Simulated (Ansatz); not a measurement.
## TaTiSi4: stable or not

The cell was found from a structure generator's guess, not taken from experiment.

The calculation used Ansatz, DFT PBE, scalar-relativistic, plane waves, PAW. Plane waves to 420 eV, a 10×10×10 mesh through Γ for the 6-atom cell and 0.10 eV Gaussian smearing; no spin polarisation.

```
CELL_PARAMETERS angstrom
0.00000 4.16389 4.31771
2.40649 0.00000 4.31771
2.40649 4.16389 0.00000
ATOMIC_POSITIONS crystal
Ti 0.75000 0.75000 0.75000
Ta 0.50000 0.50000 0.50000
Si 0.09585 0.40415 0.09585
Si 0.40415 0.09585 0.40415
Si 0.16072 0.83928 0.16072
Si 0.83928 0.16072 0.83928
```

The zero of energy is the elements' standard structures at the same level; no fitted shifts are applied.

Question: These tests were run: energy against the elements; random kick, then relaxation without symmetry; phonons on a 2×2×2 q mesh; elastic tensor. What do they show?

Answer:

```
                                         test                         result
                  energy against the elements                  −0.52 eV/atom
random kick, then relaxation without symmetry                        returns
                    phonons on a 2×2×2 q mesh  no imaginary mode on the mesh
                               elastic tensor        least eigenvalue 90 GPa
```

It fails none of these tests. Whether a mixture of other phases lies lower isn't tested here.

Spin–orbit coupling, which can matter for Ta, is left out. The kick test ran on a coarse mesh. The run for the phonons used a 10×10×10 k mesh and Fermi–Dirac smearing of 0.15 eV. The run for the elastic tensor used a 10×10×10 k mesh and Fermi–Dirac smearing of 0.15 eV.
